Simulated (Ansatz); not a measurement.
# Sn: energy along a strain

Sn, Im-3m, a = 3.789 Å (as given, not relaxed at this level: -0.4 GPa). This isn't the element's structure at ambient conditions. Ansatz: r2SCAN, PAW, 500 eV, Γ-centred 18×18×18 mesh on 1 atom, Gaussian smearing 0.15 eV; no spin polarisation. Cell vectors (Å): -1.895 1.895 1.895; 1.895 -1.895 1.895; 1.895 1.895 -1.895. The cell is strained by x per cent times the pattern (0 0 1 0 0 0) in the order xx yy zz yz xz xy (engineering shears), with fractional coordinates held. y is the free energy over the start, V0 = 27.205 Å³/atom. Points with a strain past 8.5 % were computed too (3) and aren't used here.

```tsv
x (%)	y (meV/atom)
-7.50	14.90
-5.00	?
-2.50	-0.39
0.00	0.00
2.50	3.04
5.00	9.83
7.50	20.43
```

Q: Fit y = c1 x + c2 x² + c3 x³ to the other rows, get the stiffness along the pattern, and predict the missing energy.

A: Least squares on the rows shown. y = 0.60509 x + 0.31111 x² − 0.0043310 x³. The clamped-ion stiffness p·C·p = 2 × 3.111 eV × 160.2 / 27.205 Å³ = 37 GPa, which is C33 in these axes (C11 of the cubic crystal) (second derivative at the start, which stands under stress). The pressures of the same runs give B = −dP/dε = 50 GPa; in a cubic crystal a longitudinal stiffness under B means a negative shear constant, so this lattice is unstable. With a term in x⁴ added, the coefficient of x² becomes 0.2328, 25 % less, which shows how far this figure hangs on the form. At x = -5.00 the fit asked for gives 5.29 meV/atom. The run gave 3.68 meV/atom, so the fit is 1.61 meV/atom too high, 7.7 % of the span of the series, against an rms of 0.48 meV/atom on the fitted rows. With a term in x⁴ added, a fit to the same known rows predicts 3.77 meV/atom, so most of the miss is curvature that the known rows already hold.